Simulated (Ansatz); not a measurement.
A distorted cell of Ta (bcc, W type):

```
Ta
1.0
   -3.31974     3.31974     3.31974
    1.65987    -1.65987     1.65987
    1.65987     1.65987    -1.65987
Ta
2
Direct
  0.00000   0.98012   0.01988
  0.50000   0.01988   0.98012
```

Computed with PBE (plane waves to 420 eV, PAW, scalar-relativistic; Ansatz, an electronic-structure program). k mesh 10×20×20 (Γ-centred), Fermi-Dirac smearing 0.05 eV. Compression counts positive. With partly filled bands, energies and forces of such displacements shift with the k mesh and the smearing. Spin-orbit coupling is left out, though Ta is heavy. Ta is run without spin polarisation. Ta was relaxed with its symmetry unable to fall. The PAW data are Ansatz's earlier set.

**Question.** What forces act on the atoms (eV/Å, Cartesian)?

**Answer.** 
| atom | Fx | Fy | Fz |
|---|---|---|---|
| Ta1 | 0.000 | -0.339 | 0.339 |
| Ta2 | 0.000 | 0.339 | -0.339 |

**Question.** What is the stress tensor (GPa)?

**Answer.** 
```
    0.5      0.0      0.0
    0.0      0.4      0.0
    0.0      0.0      0.4
```
The pressure, a third of the trace, is 0.4 GPa.

(A displaced cell: forces are minus the slopes of the energy, force constants its curvatures, and phonons follow from these.)
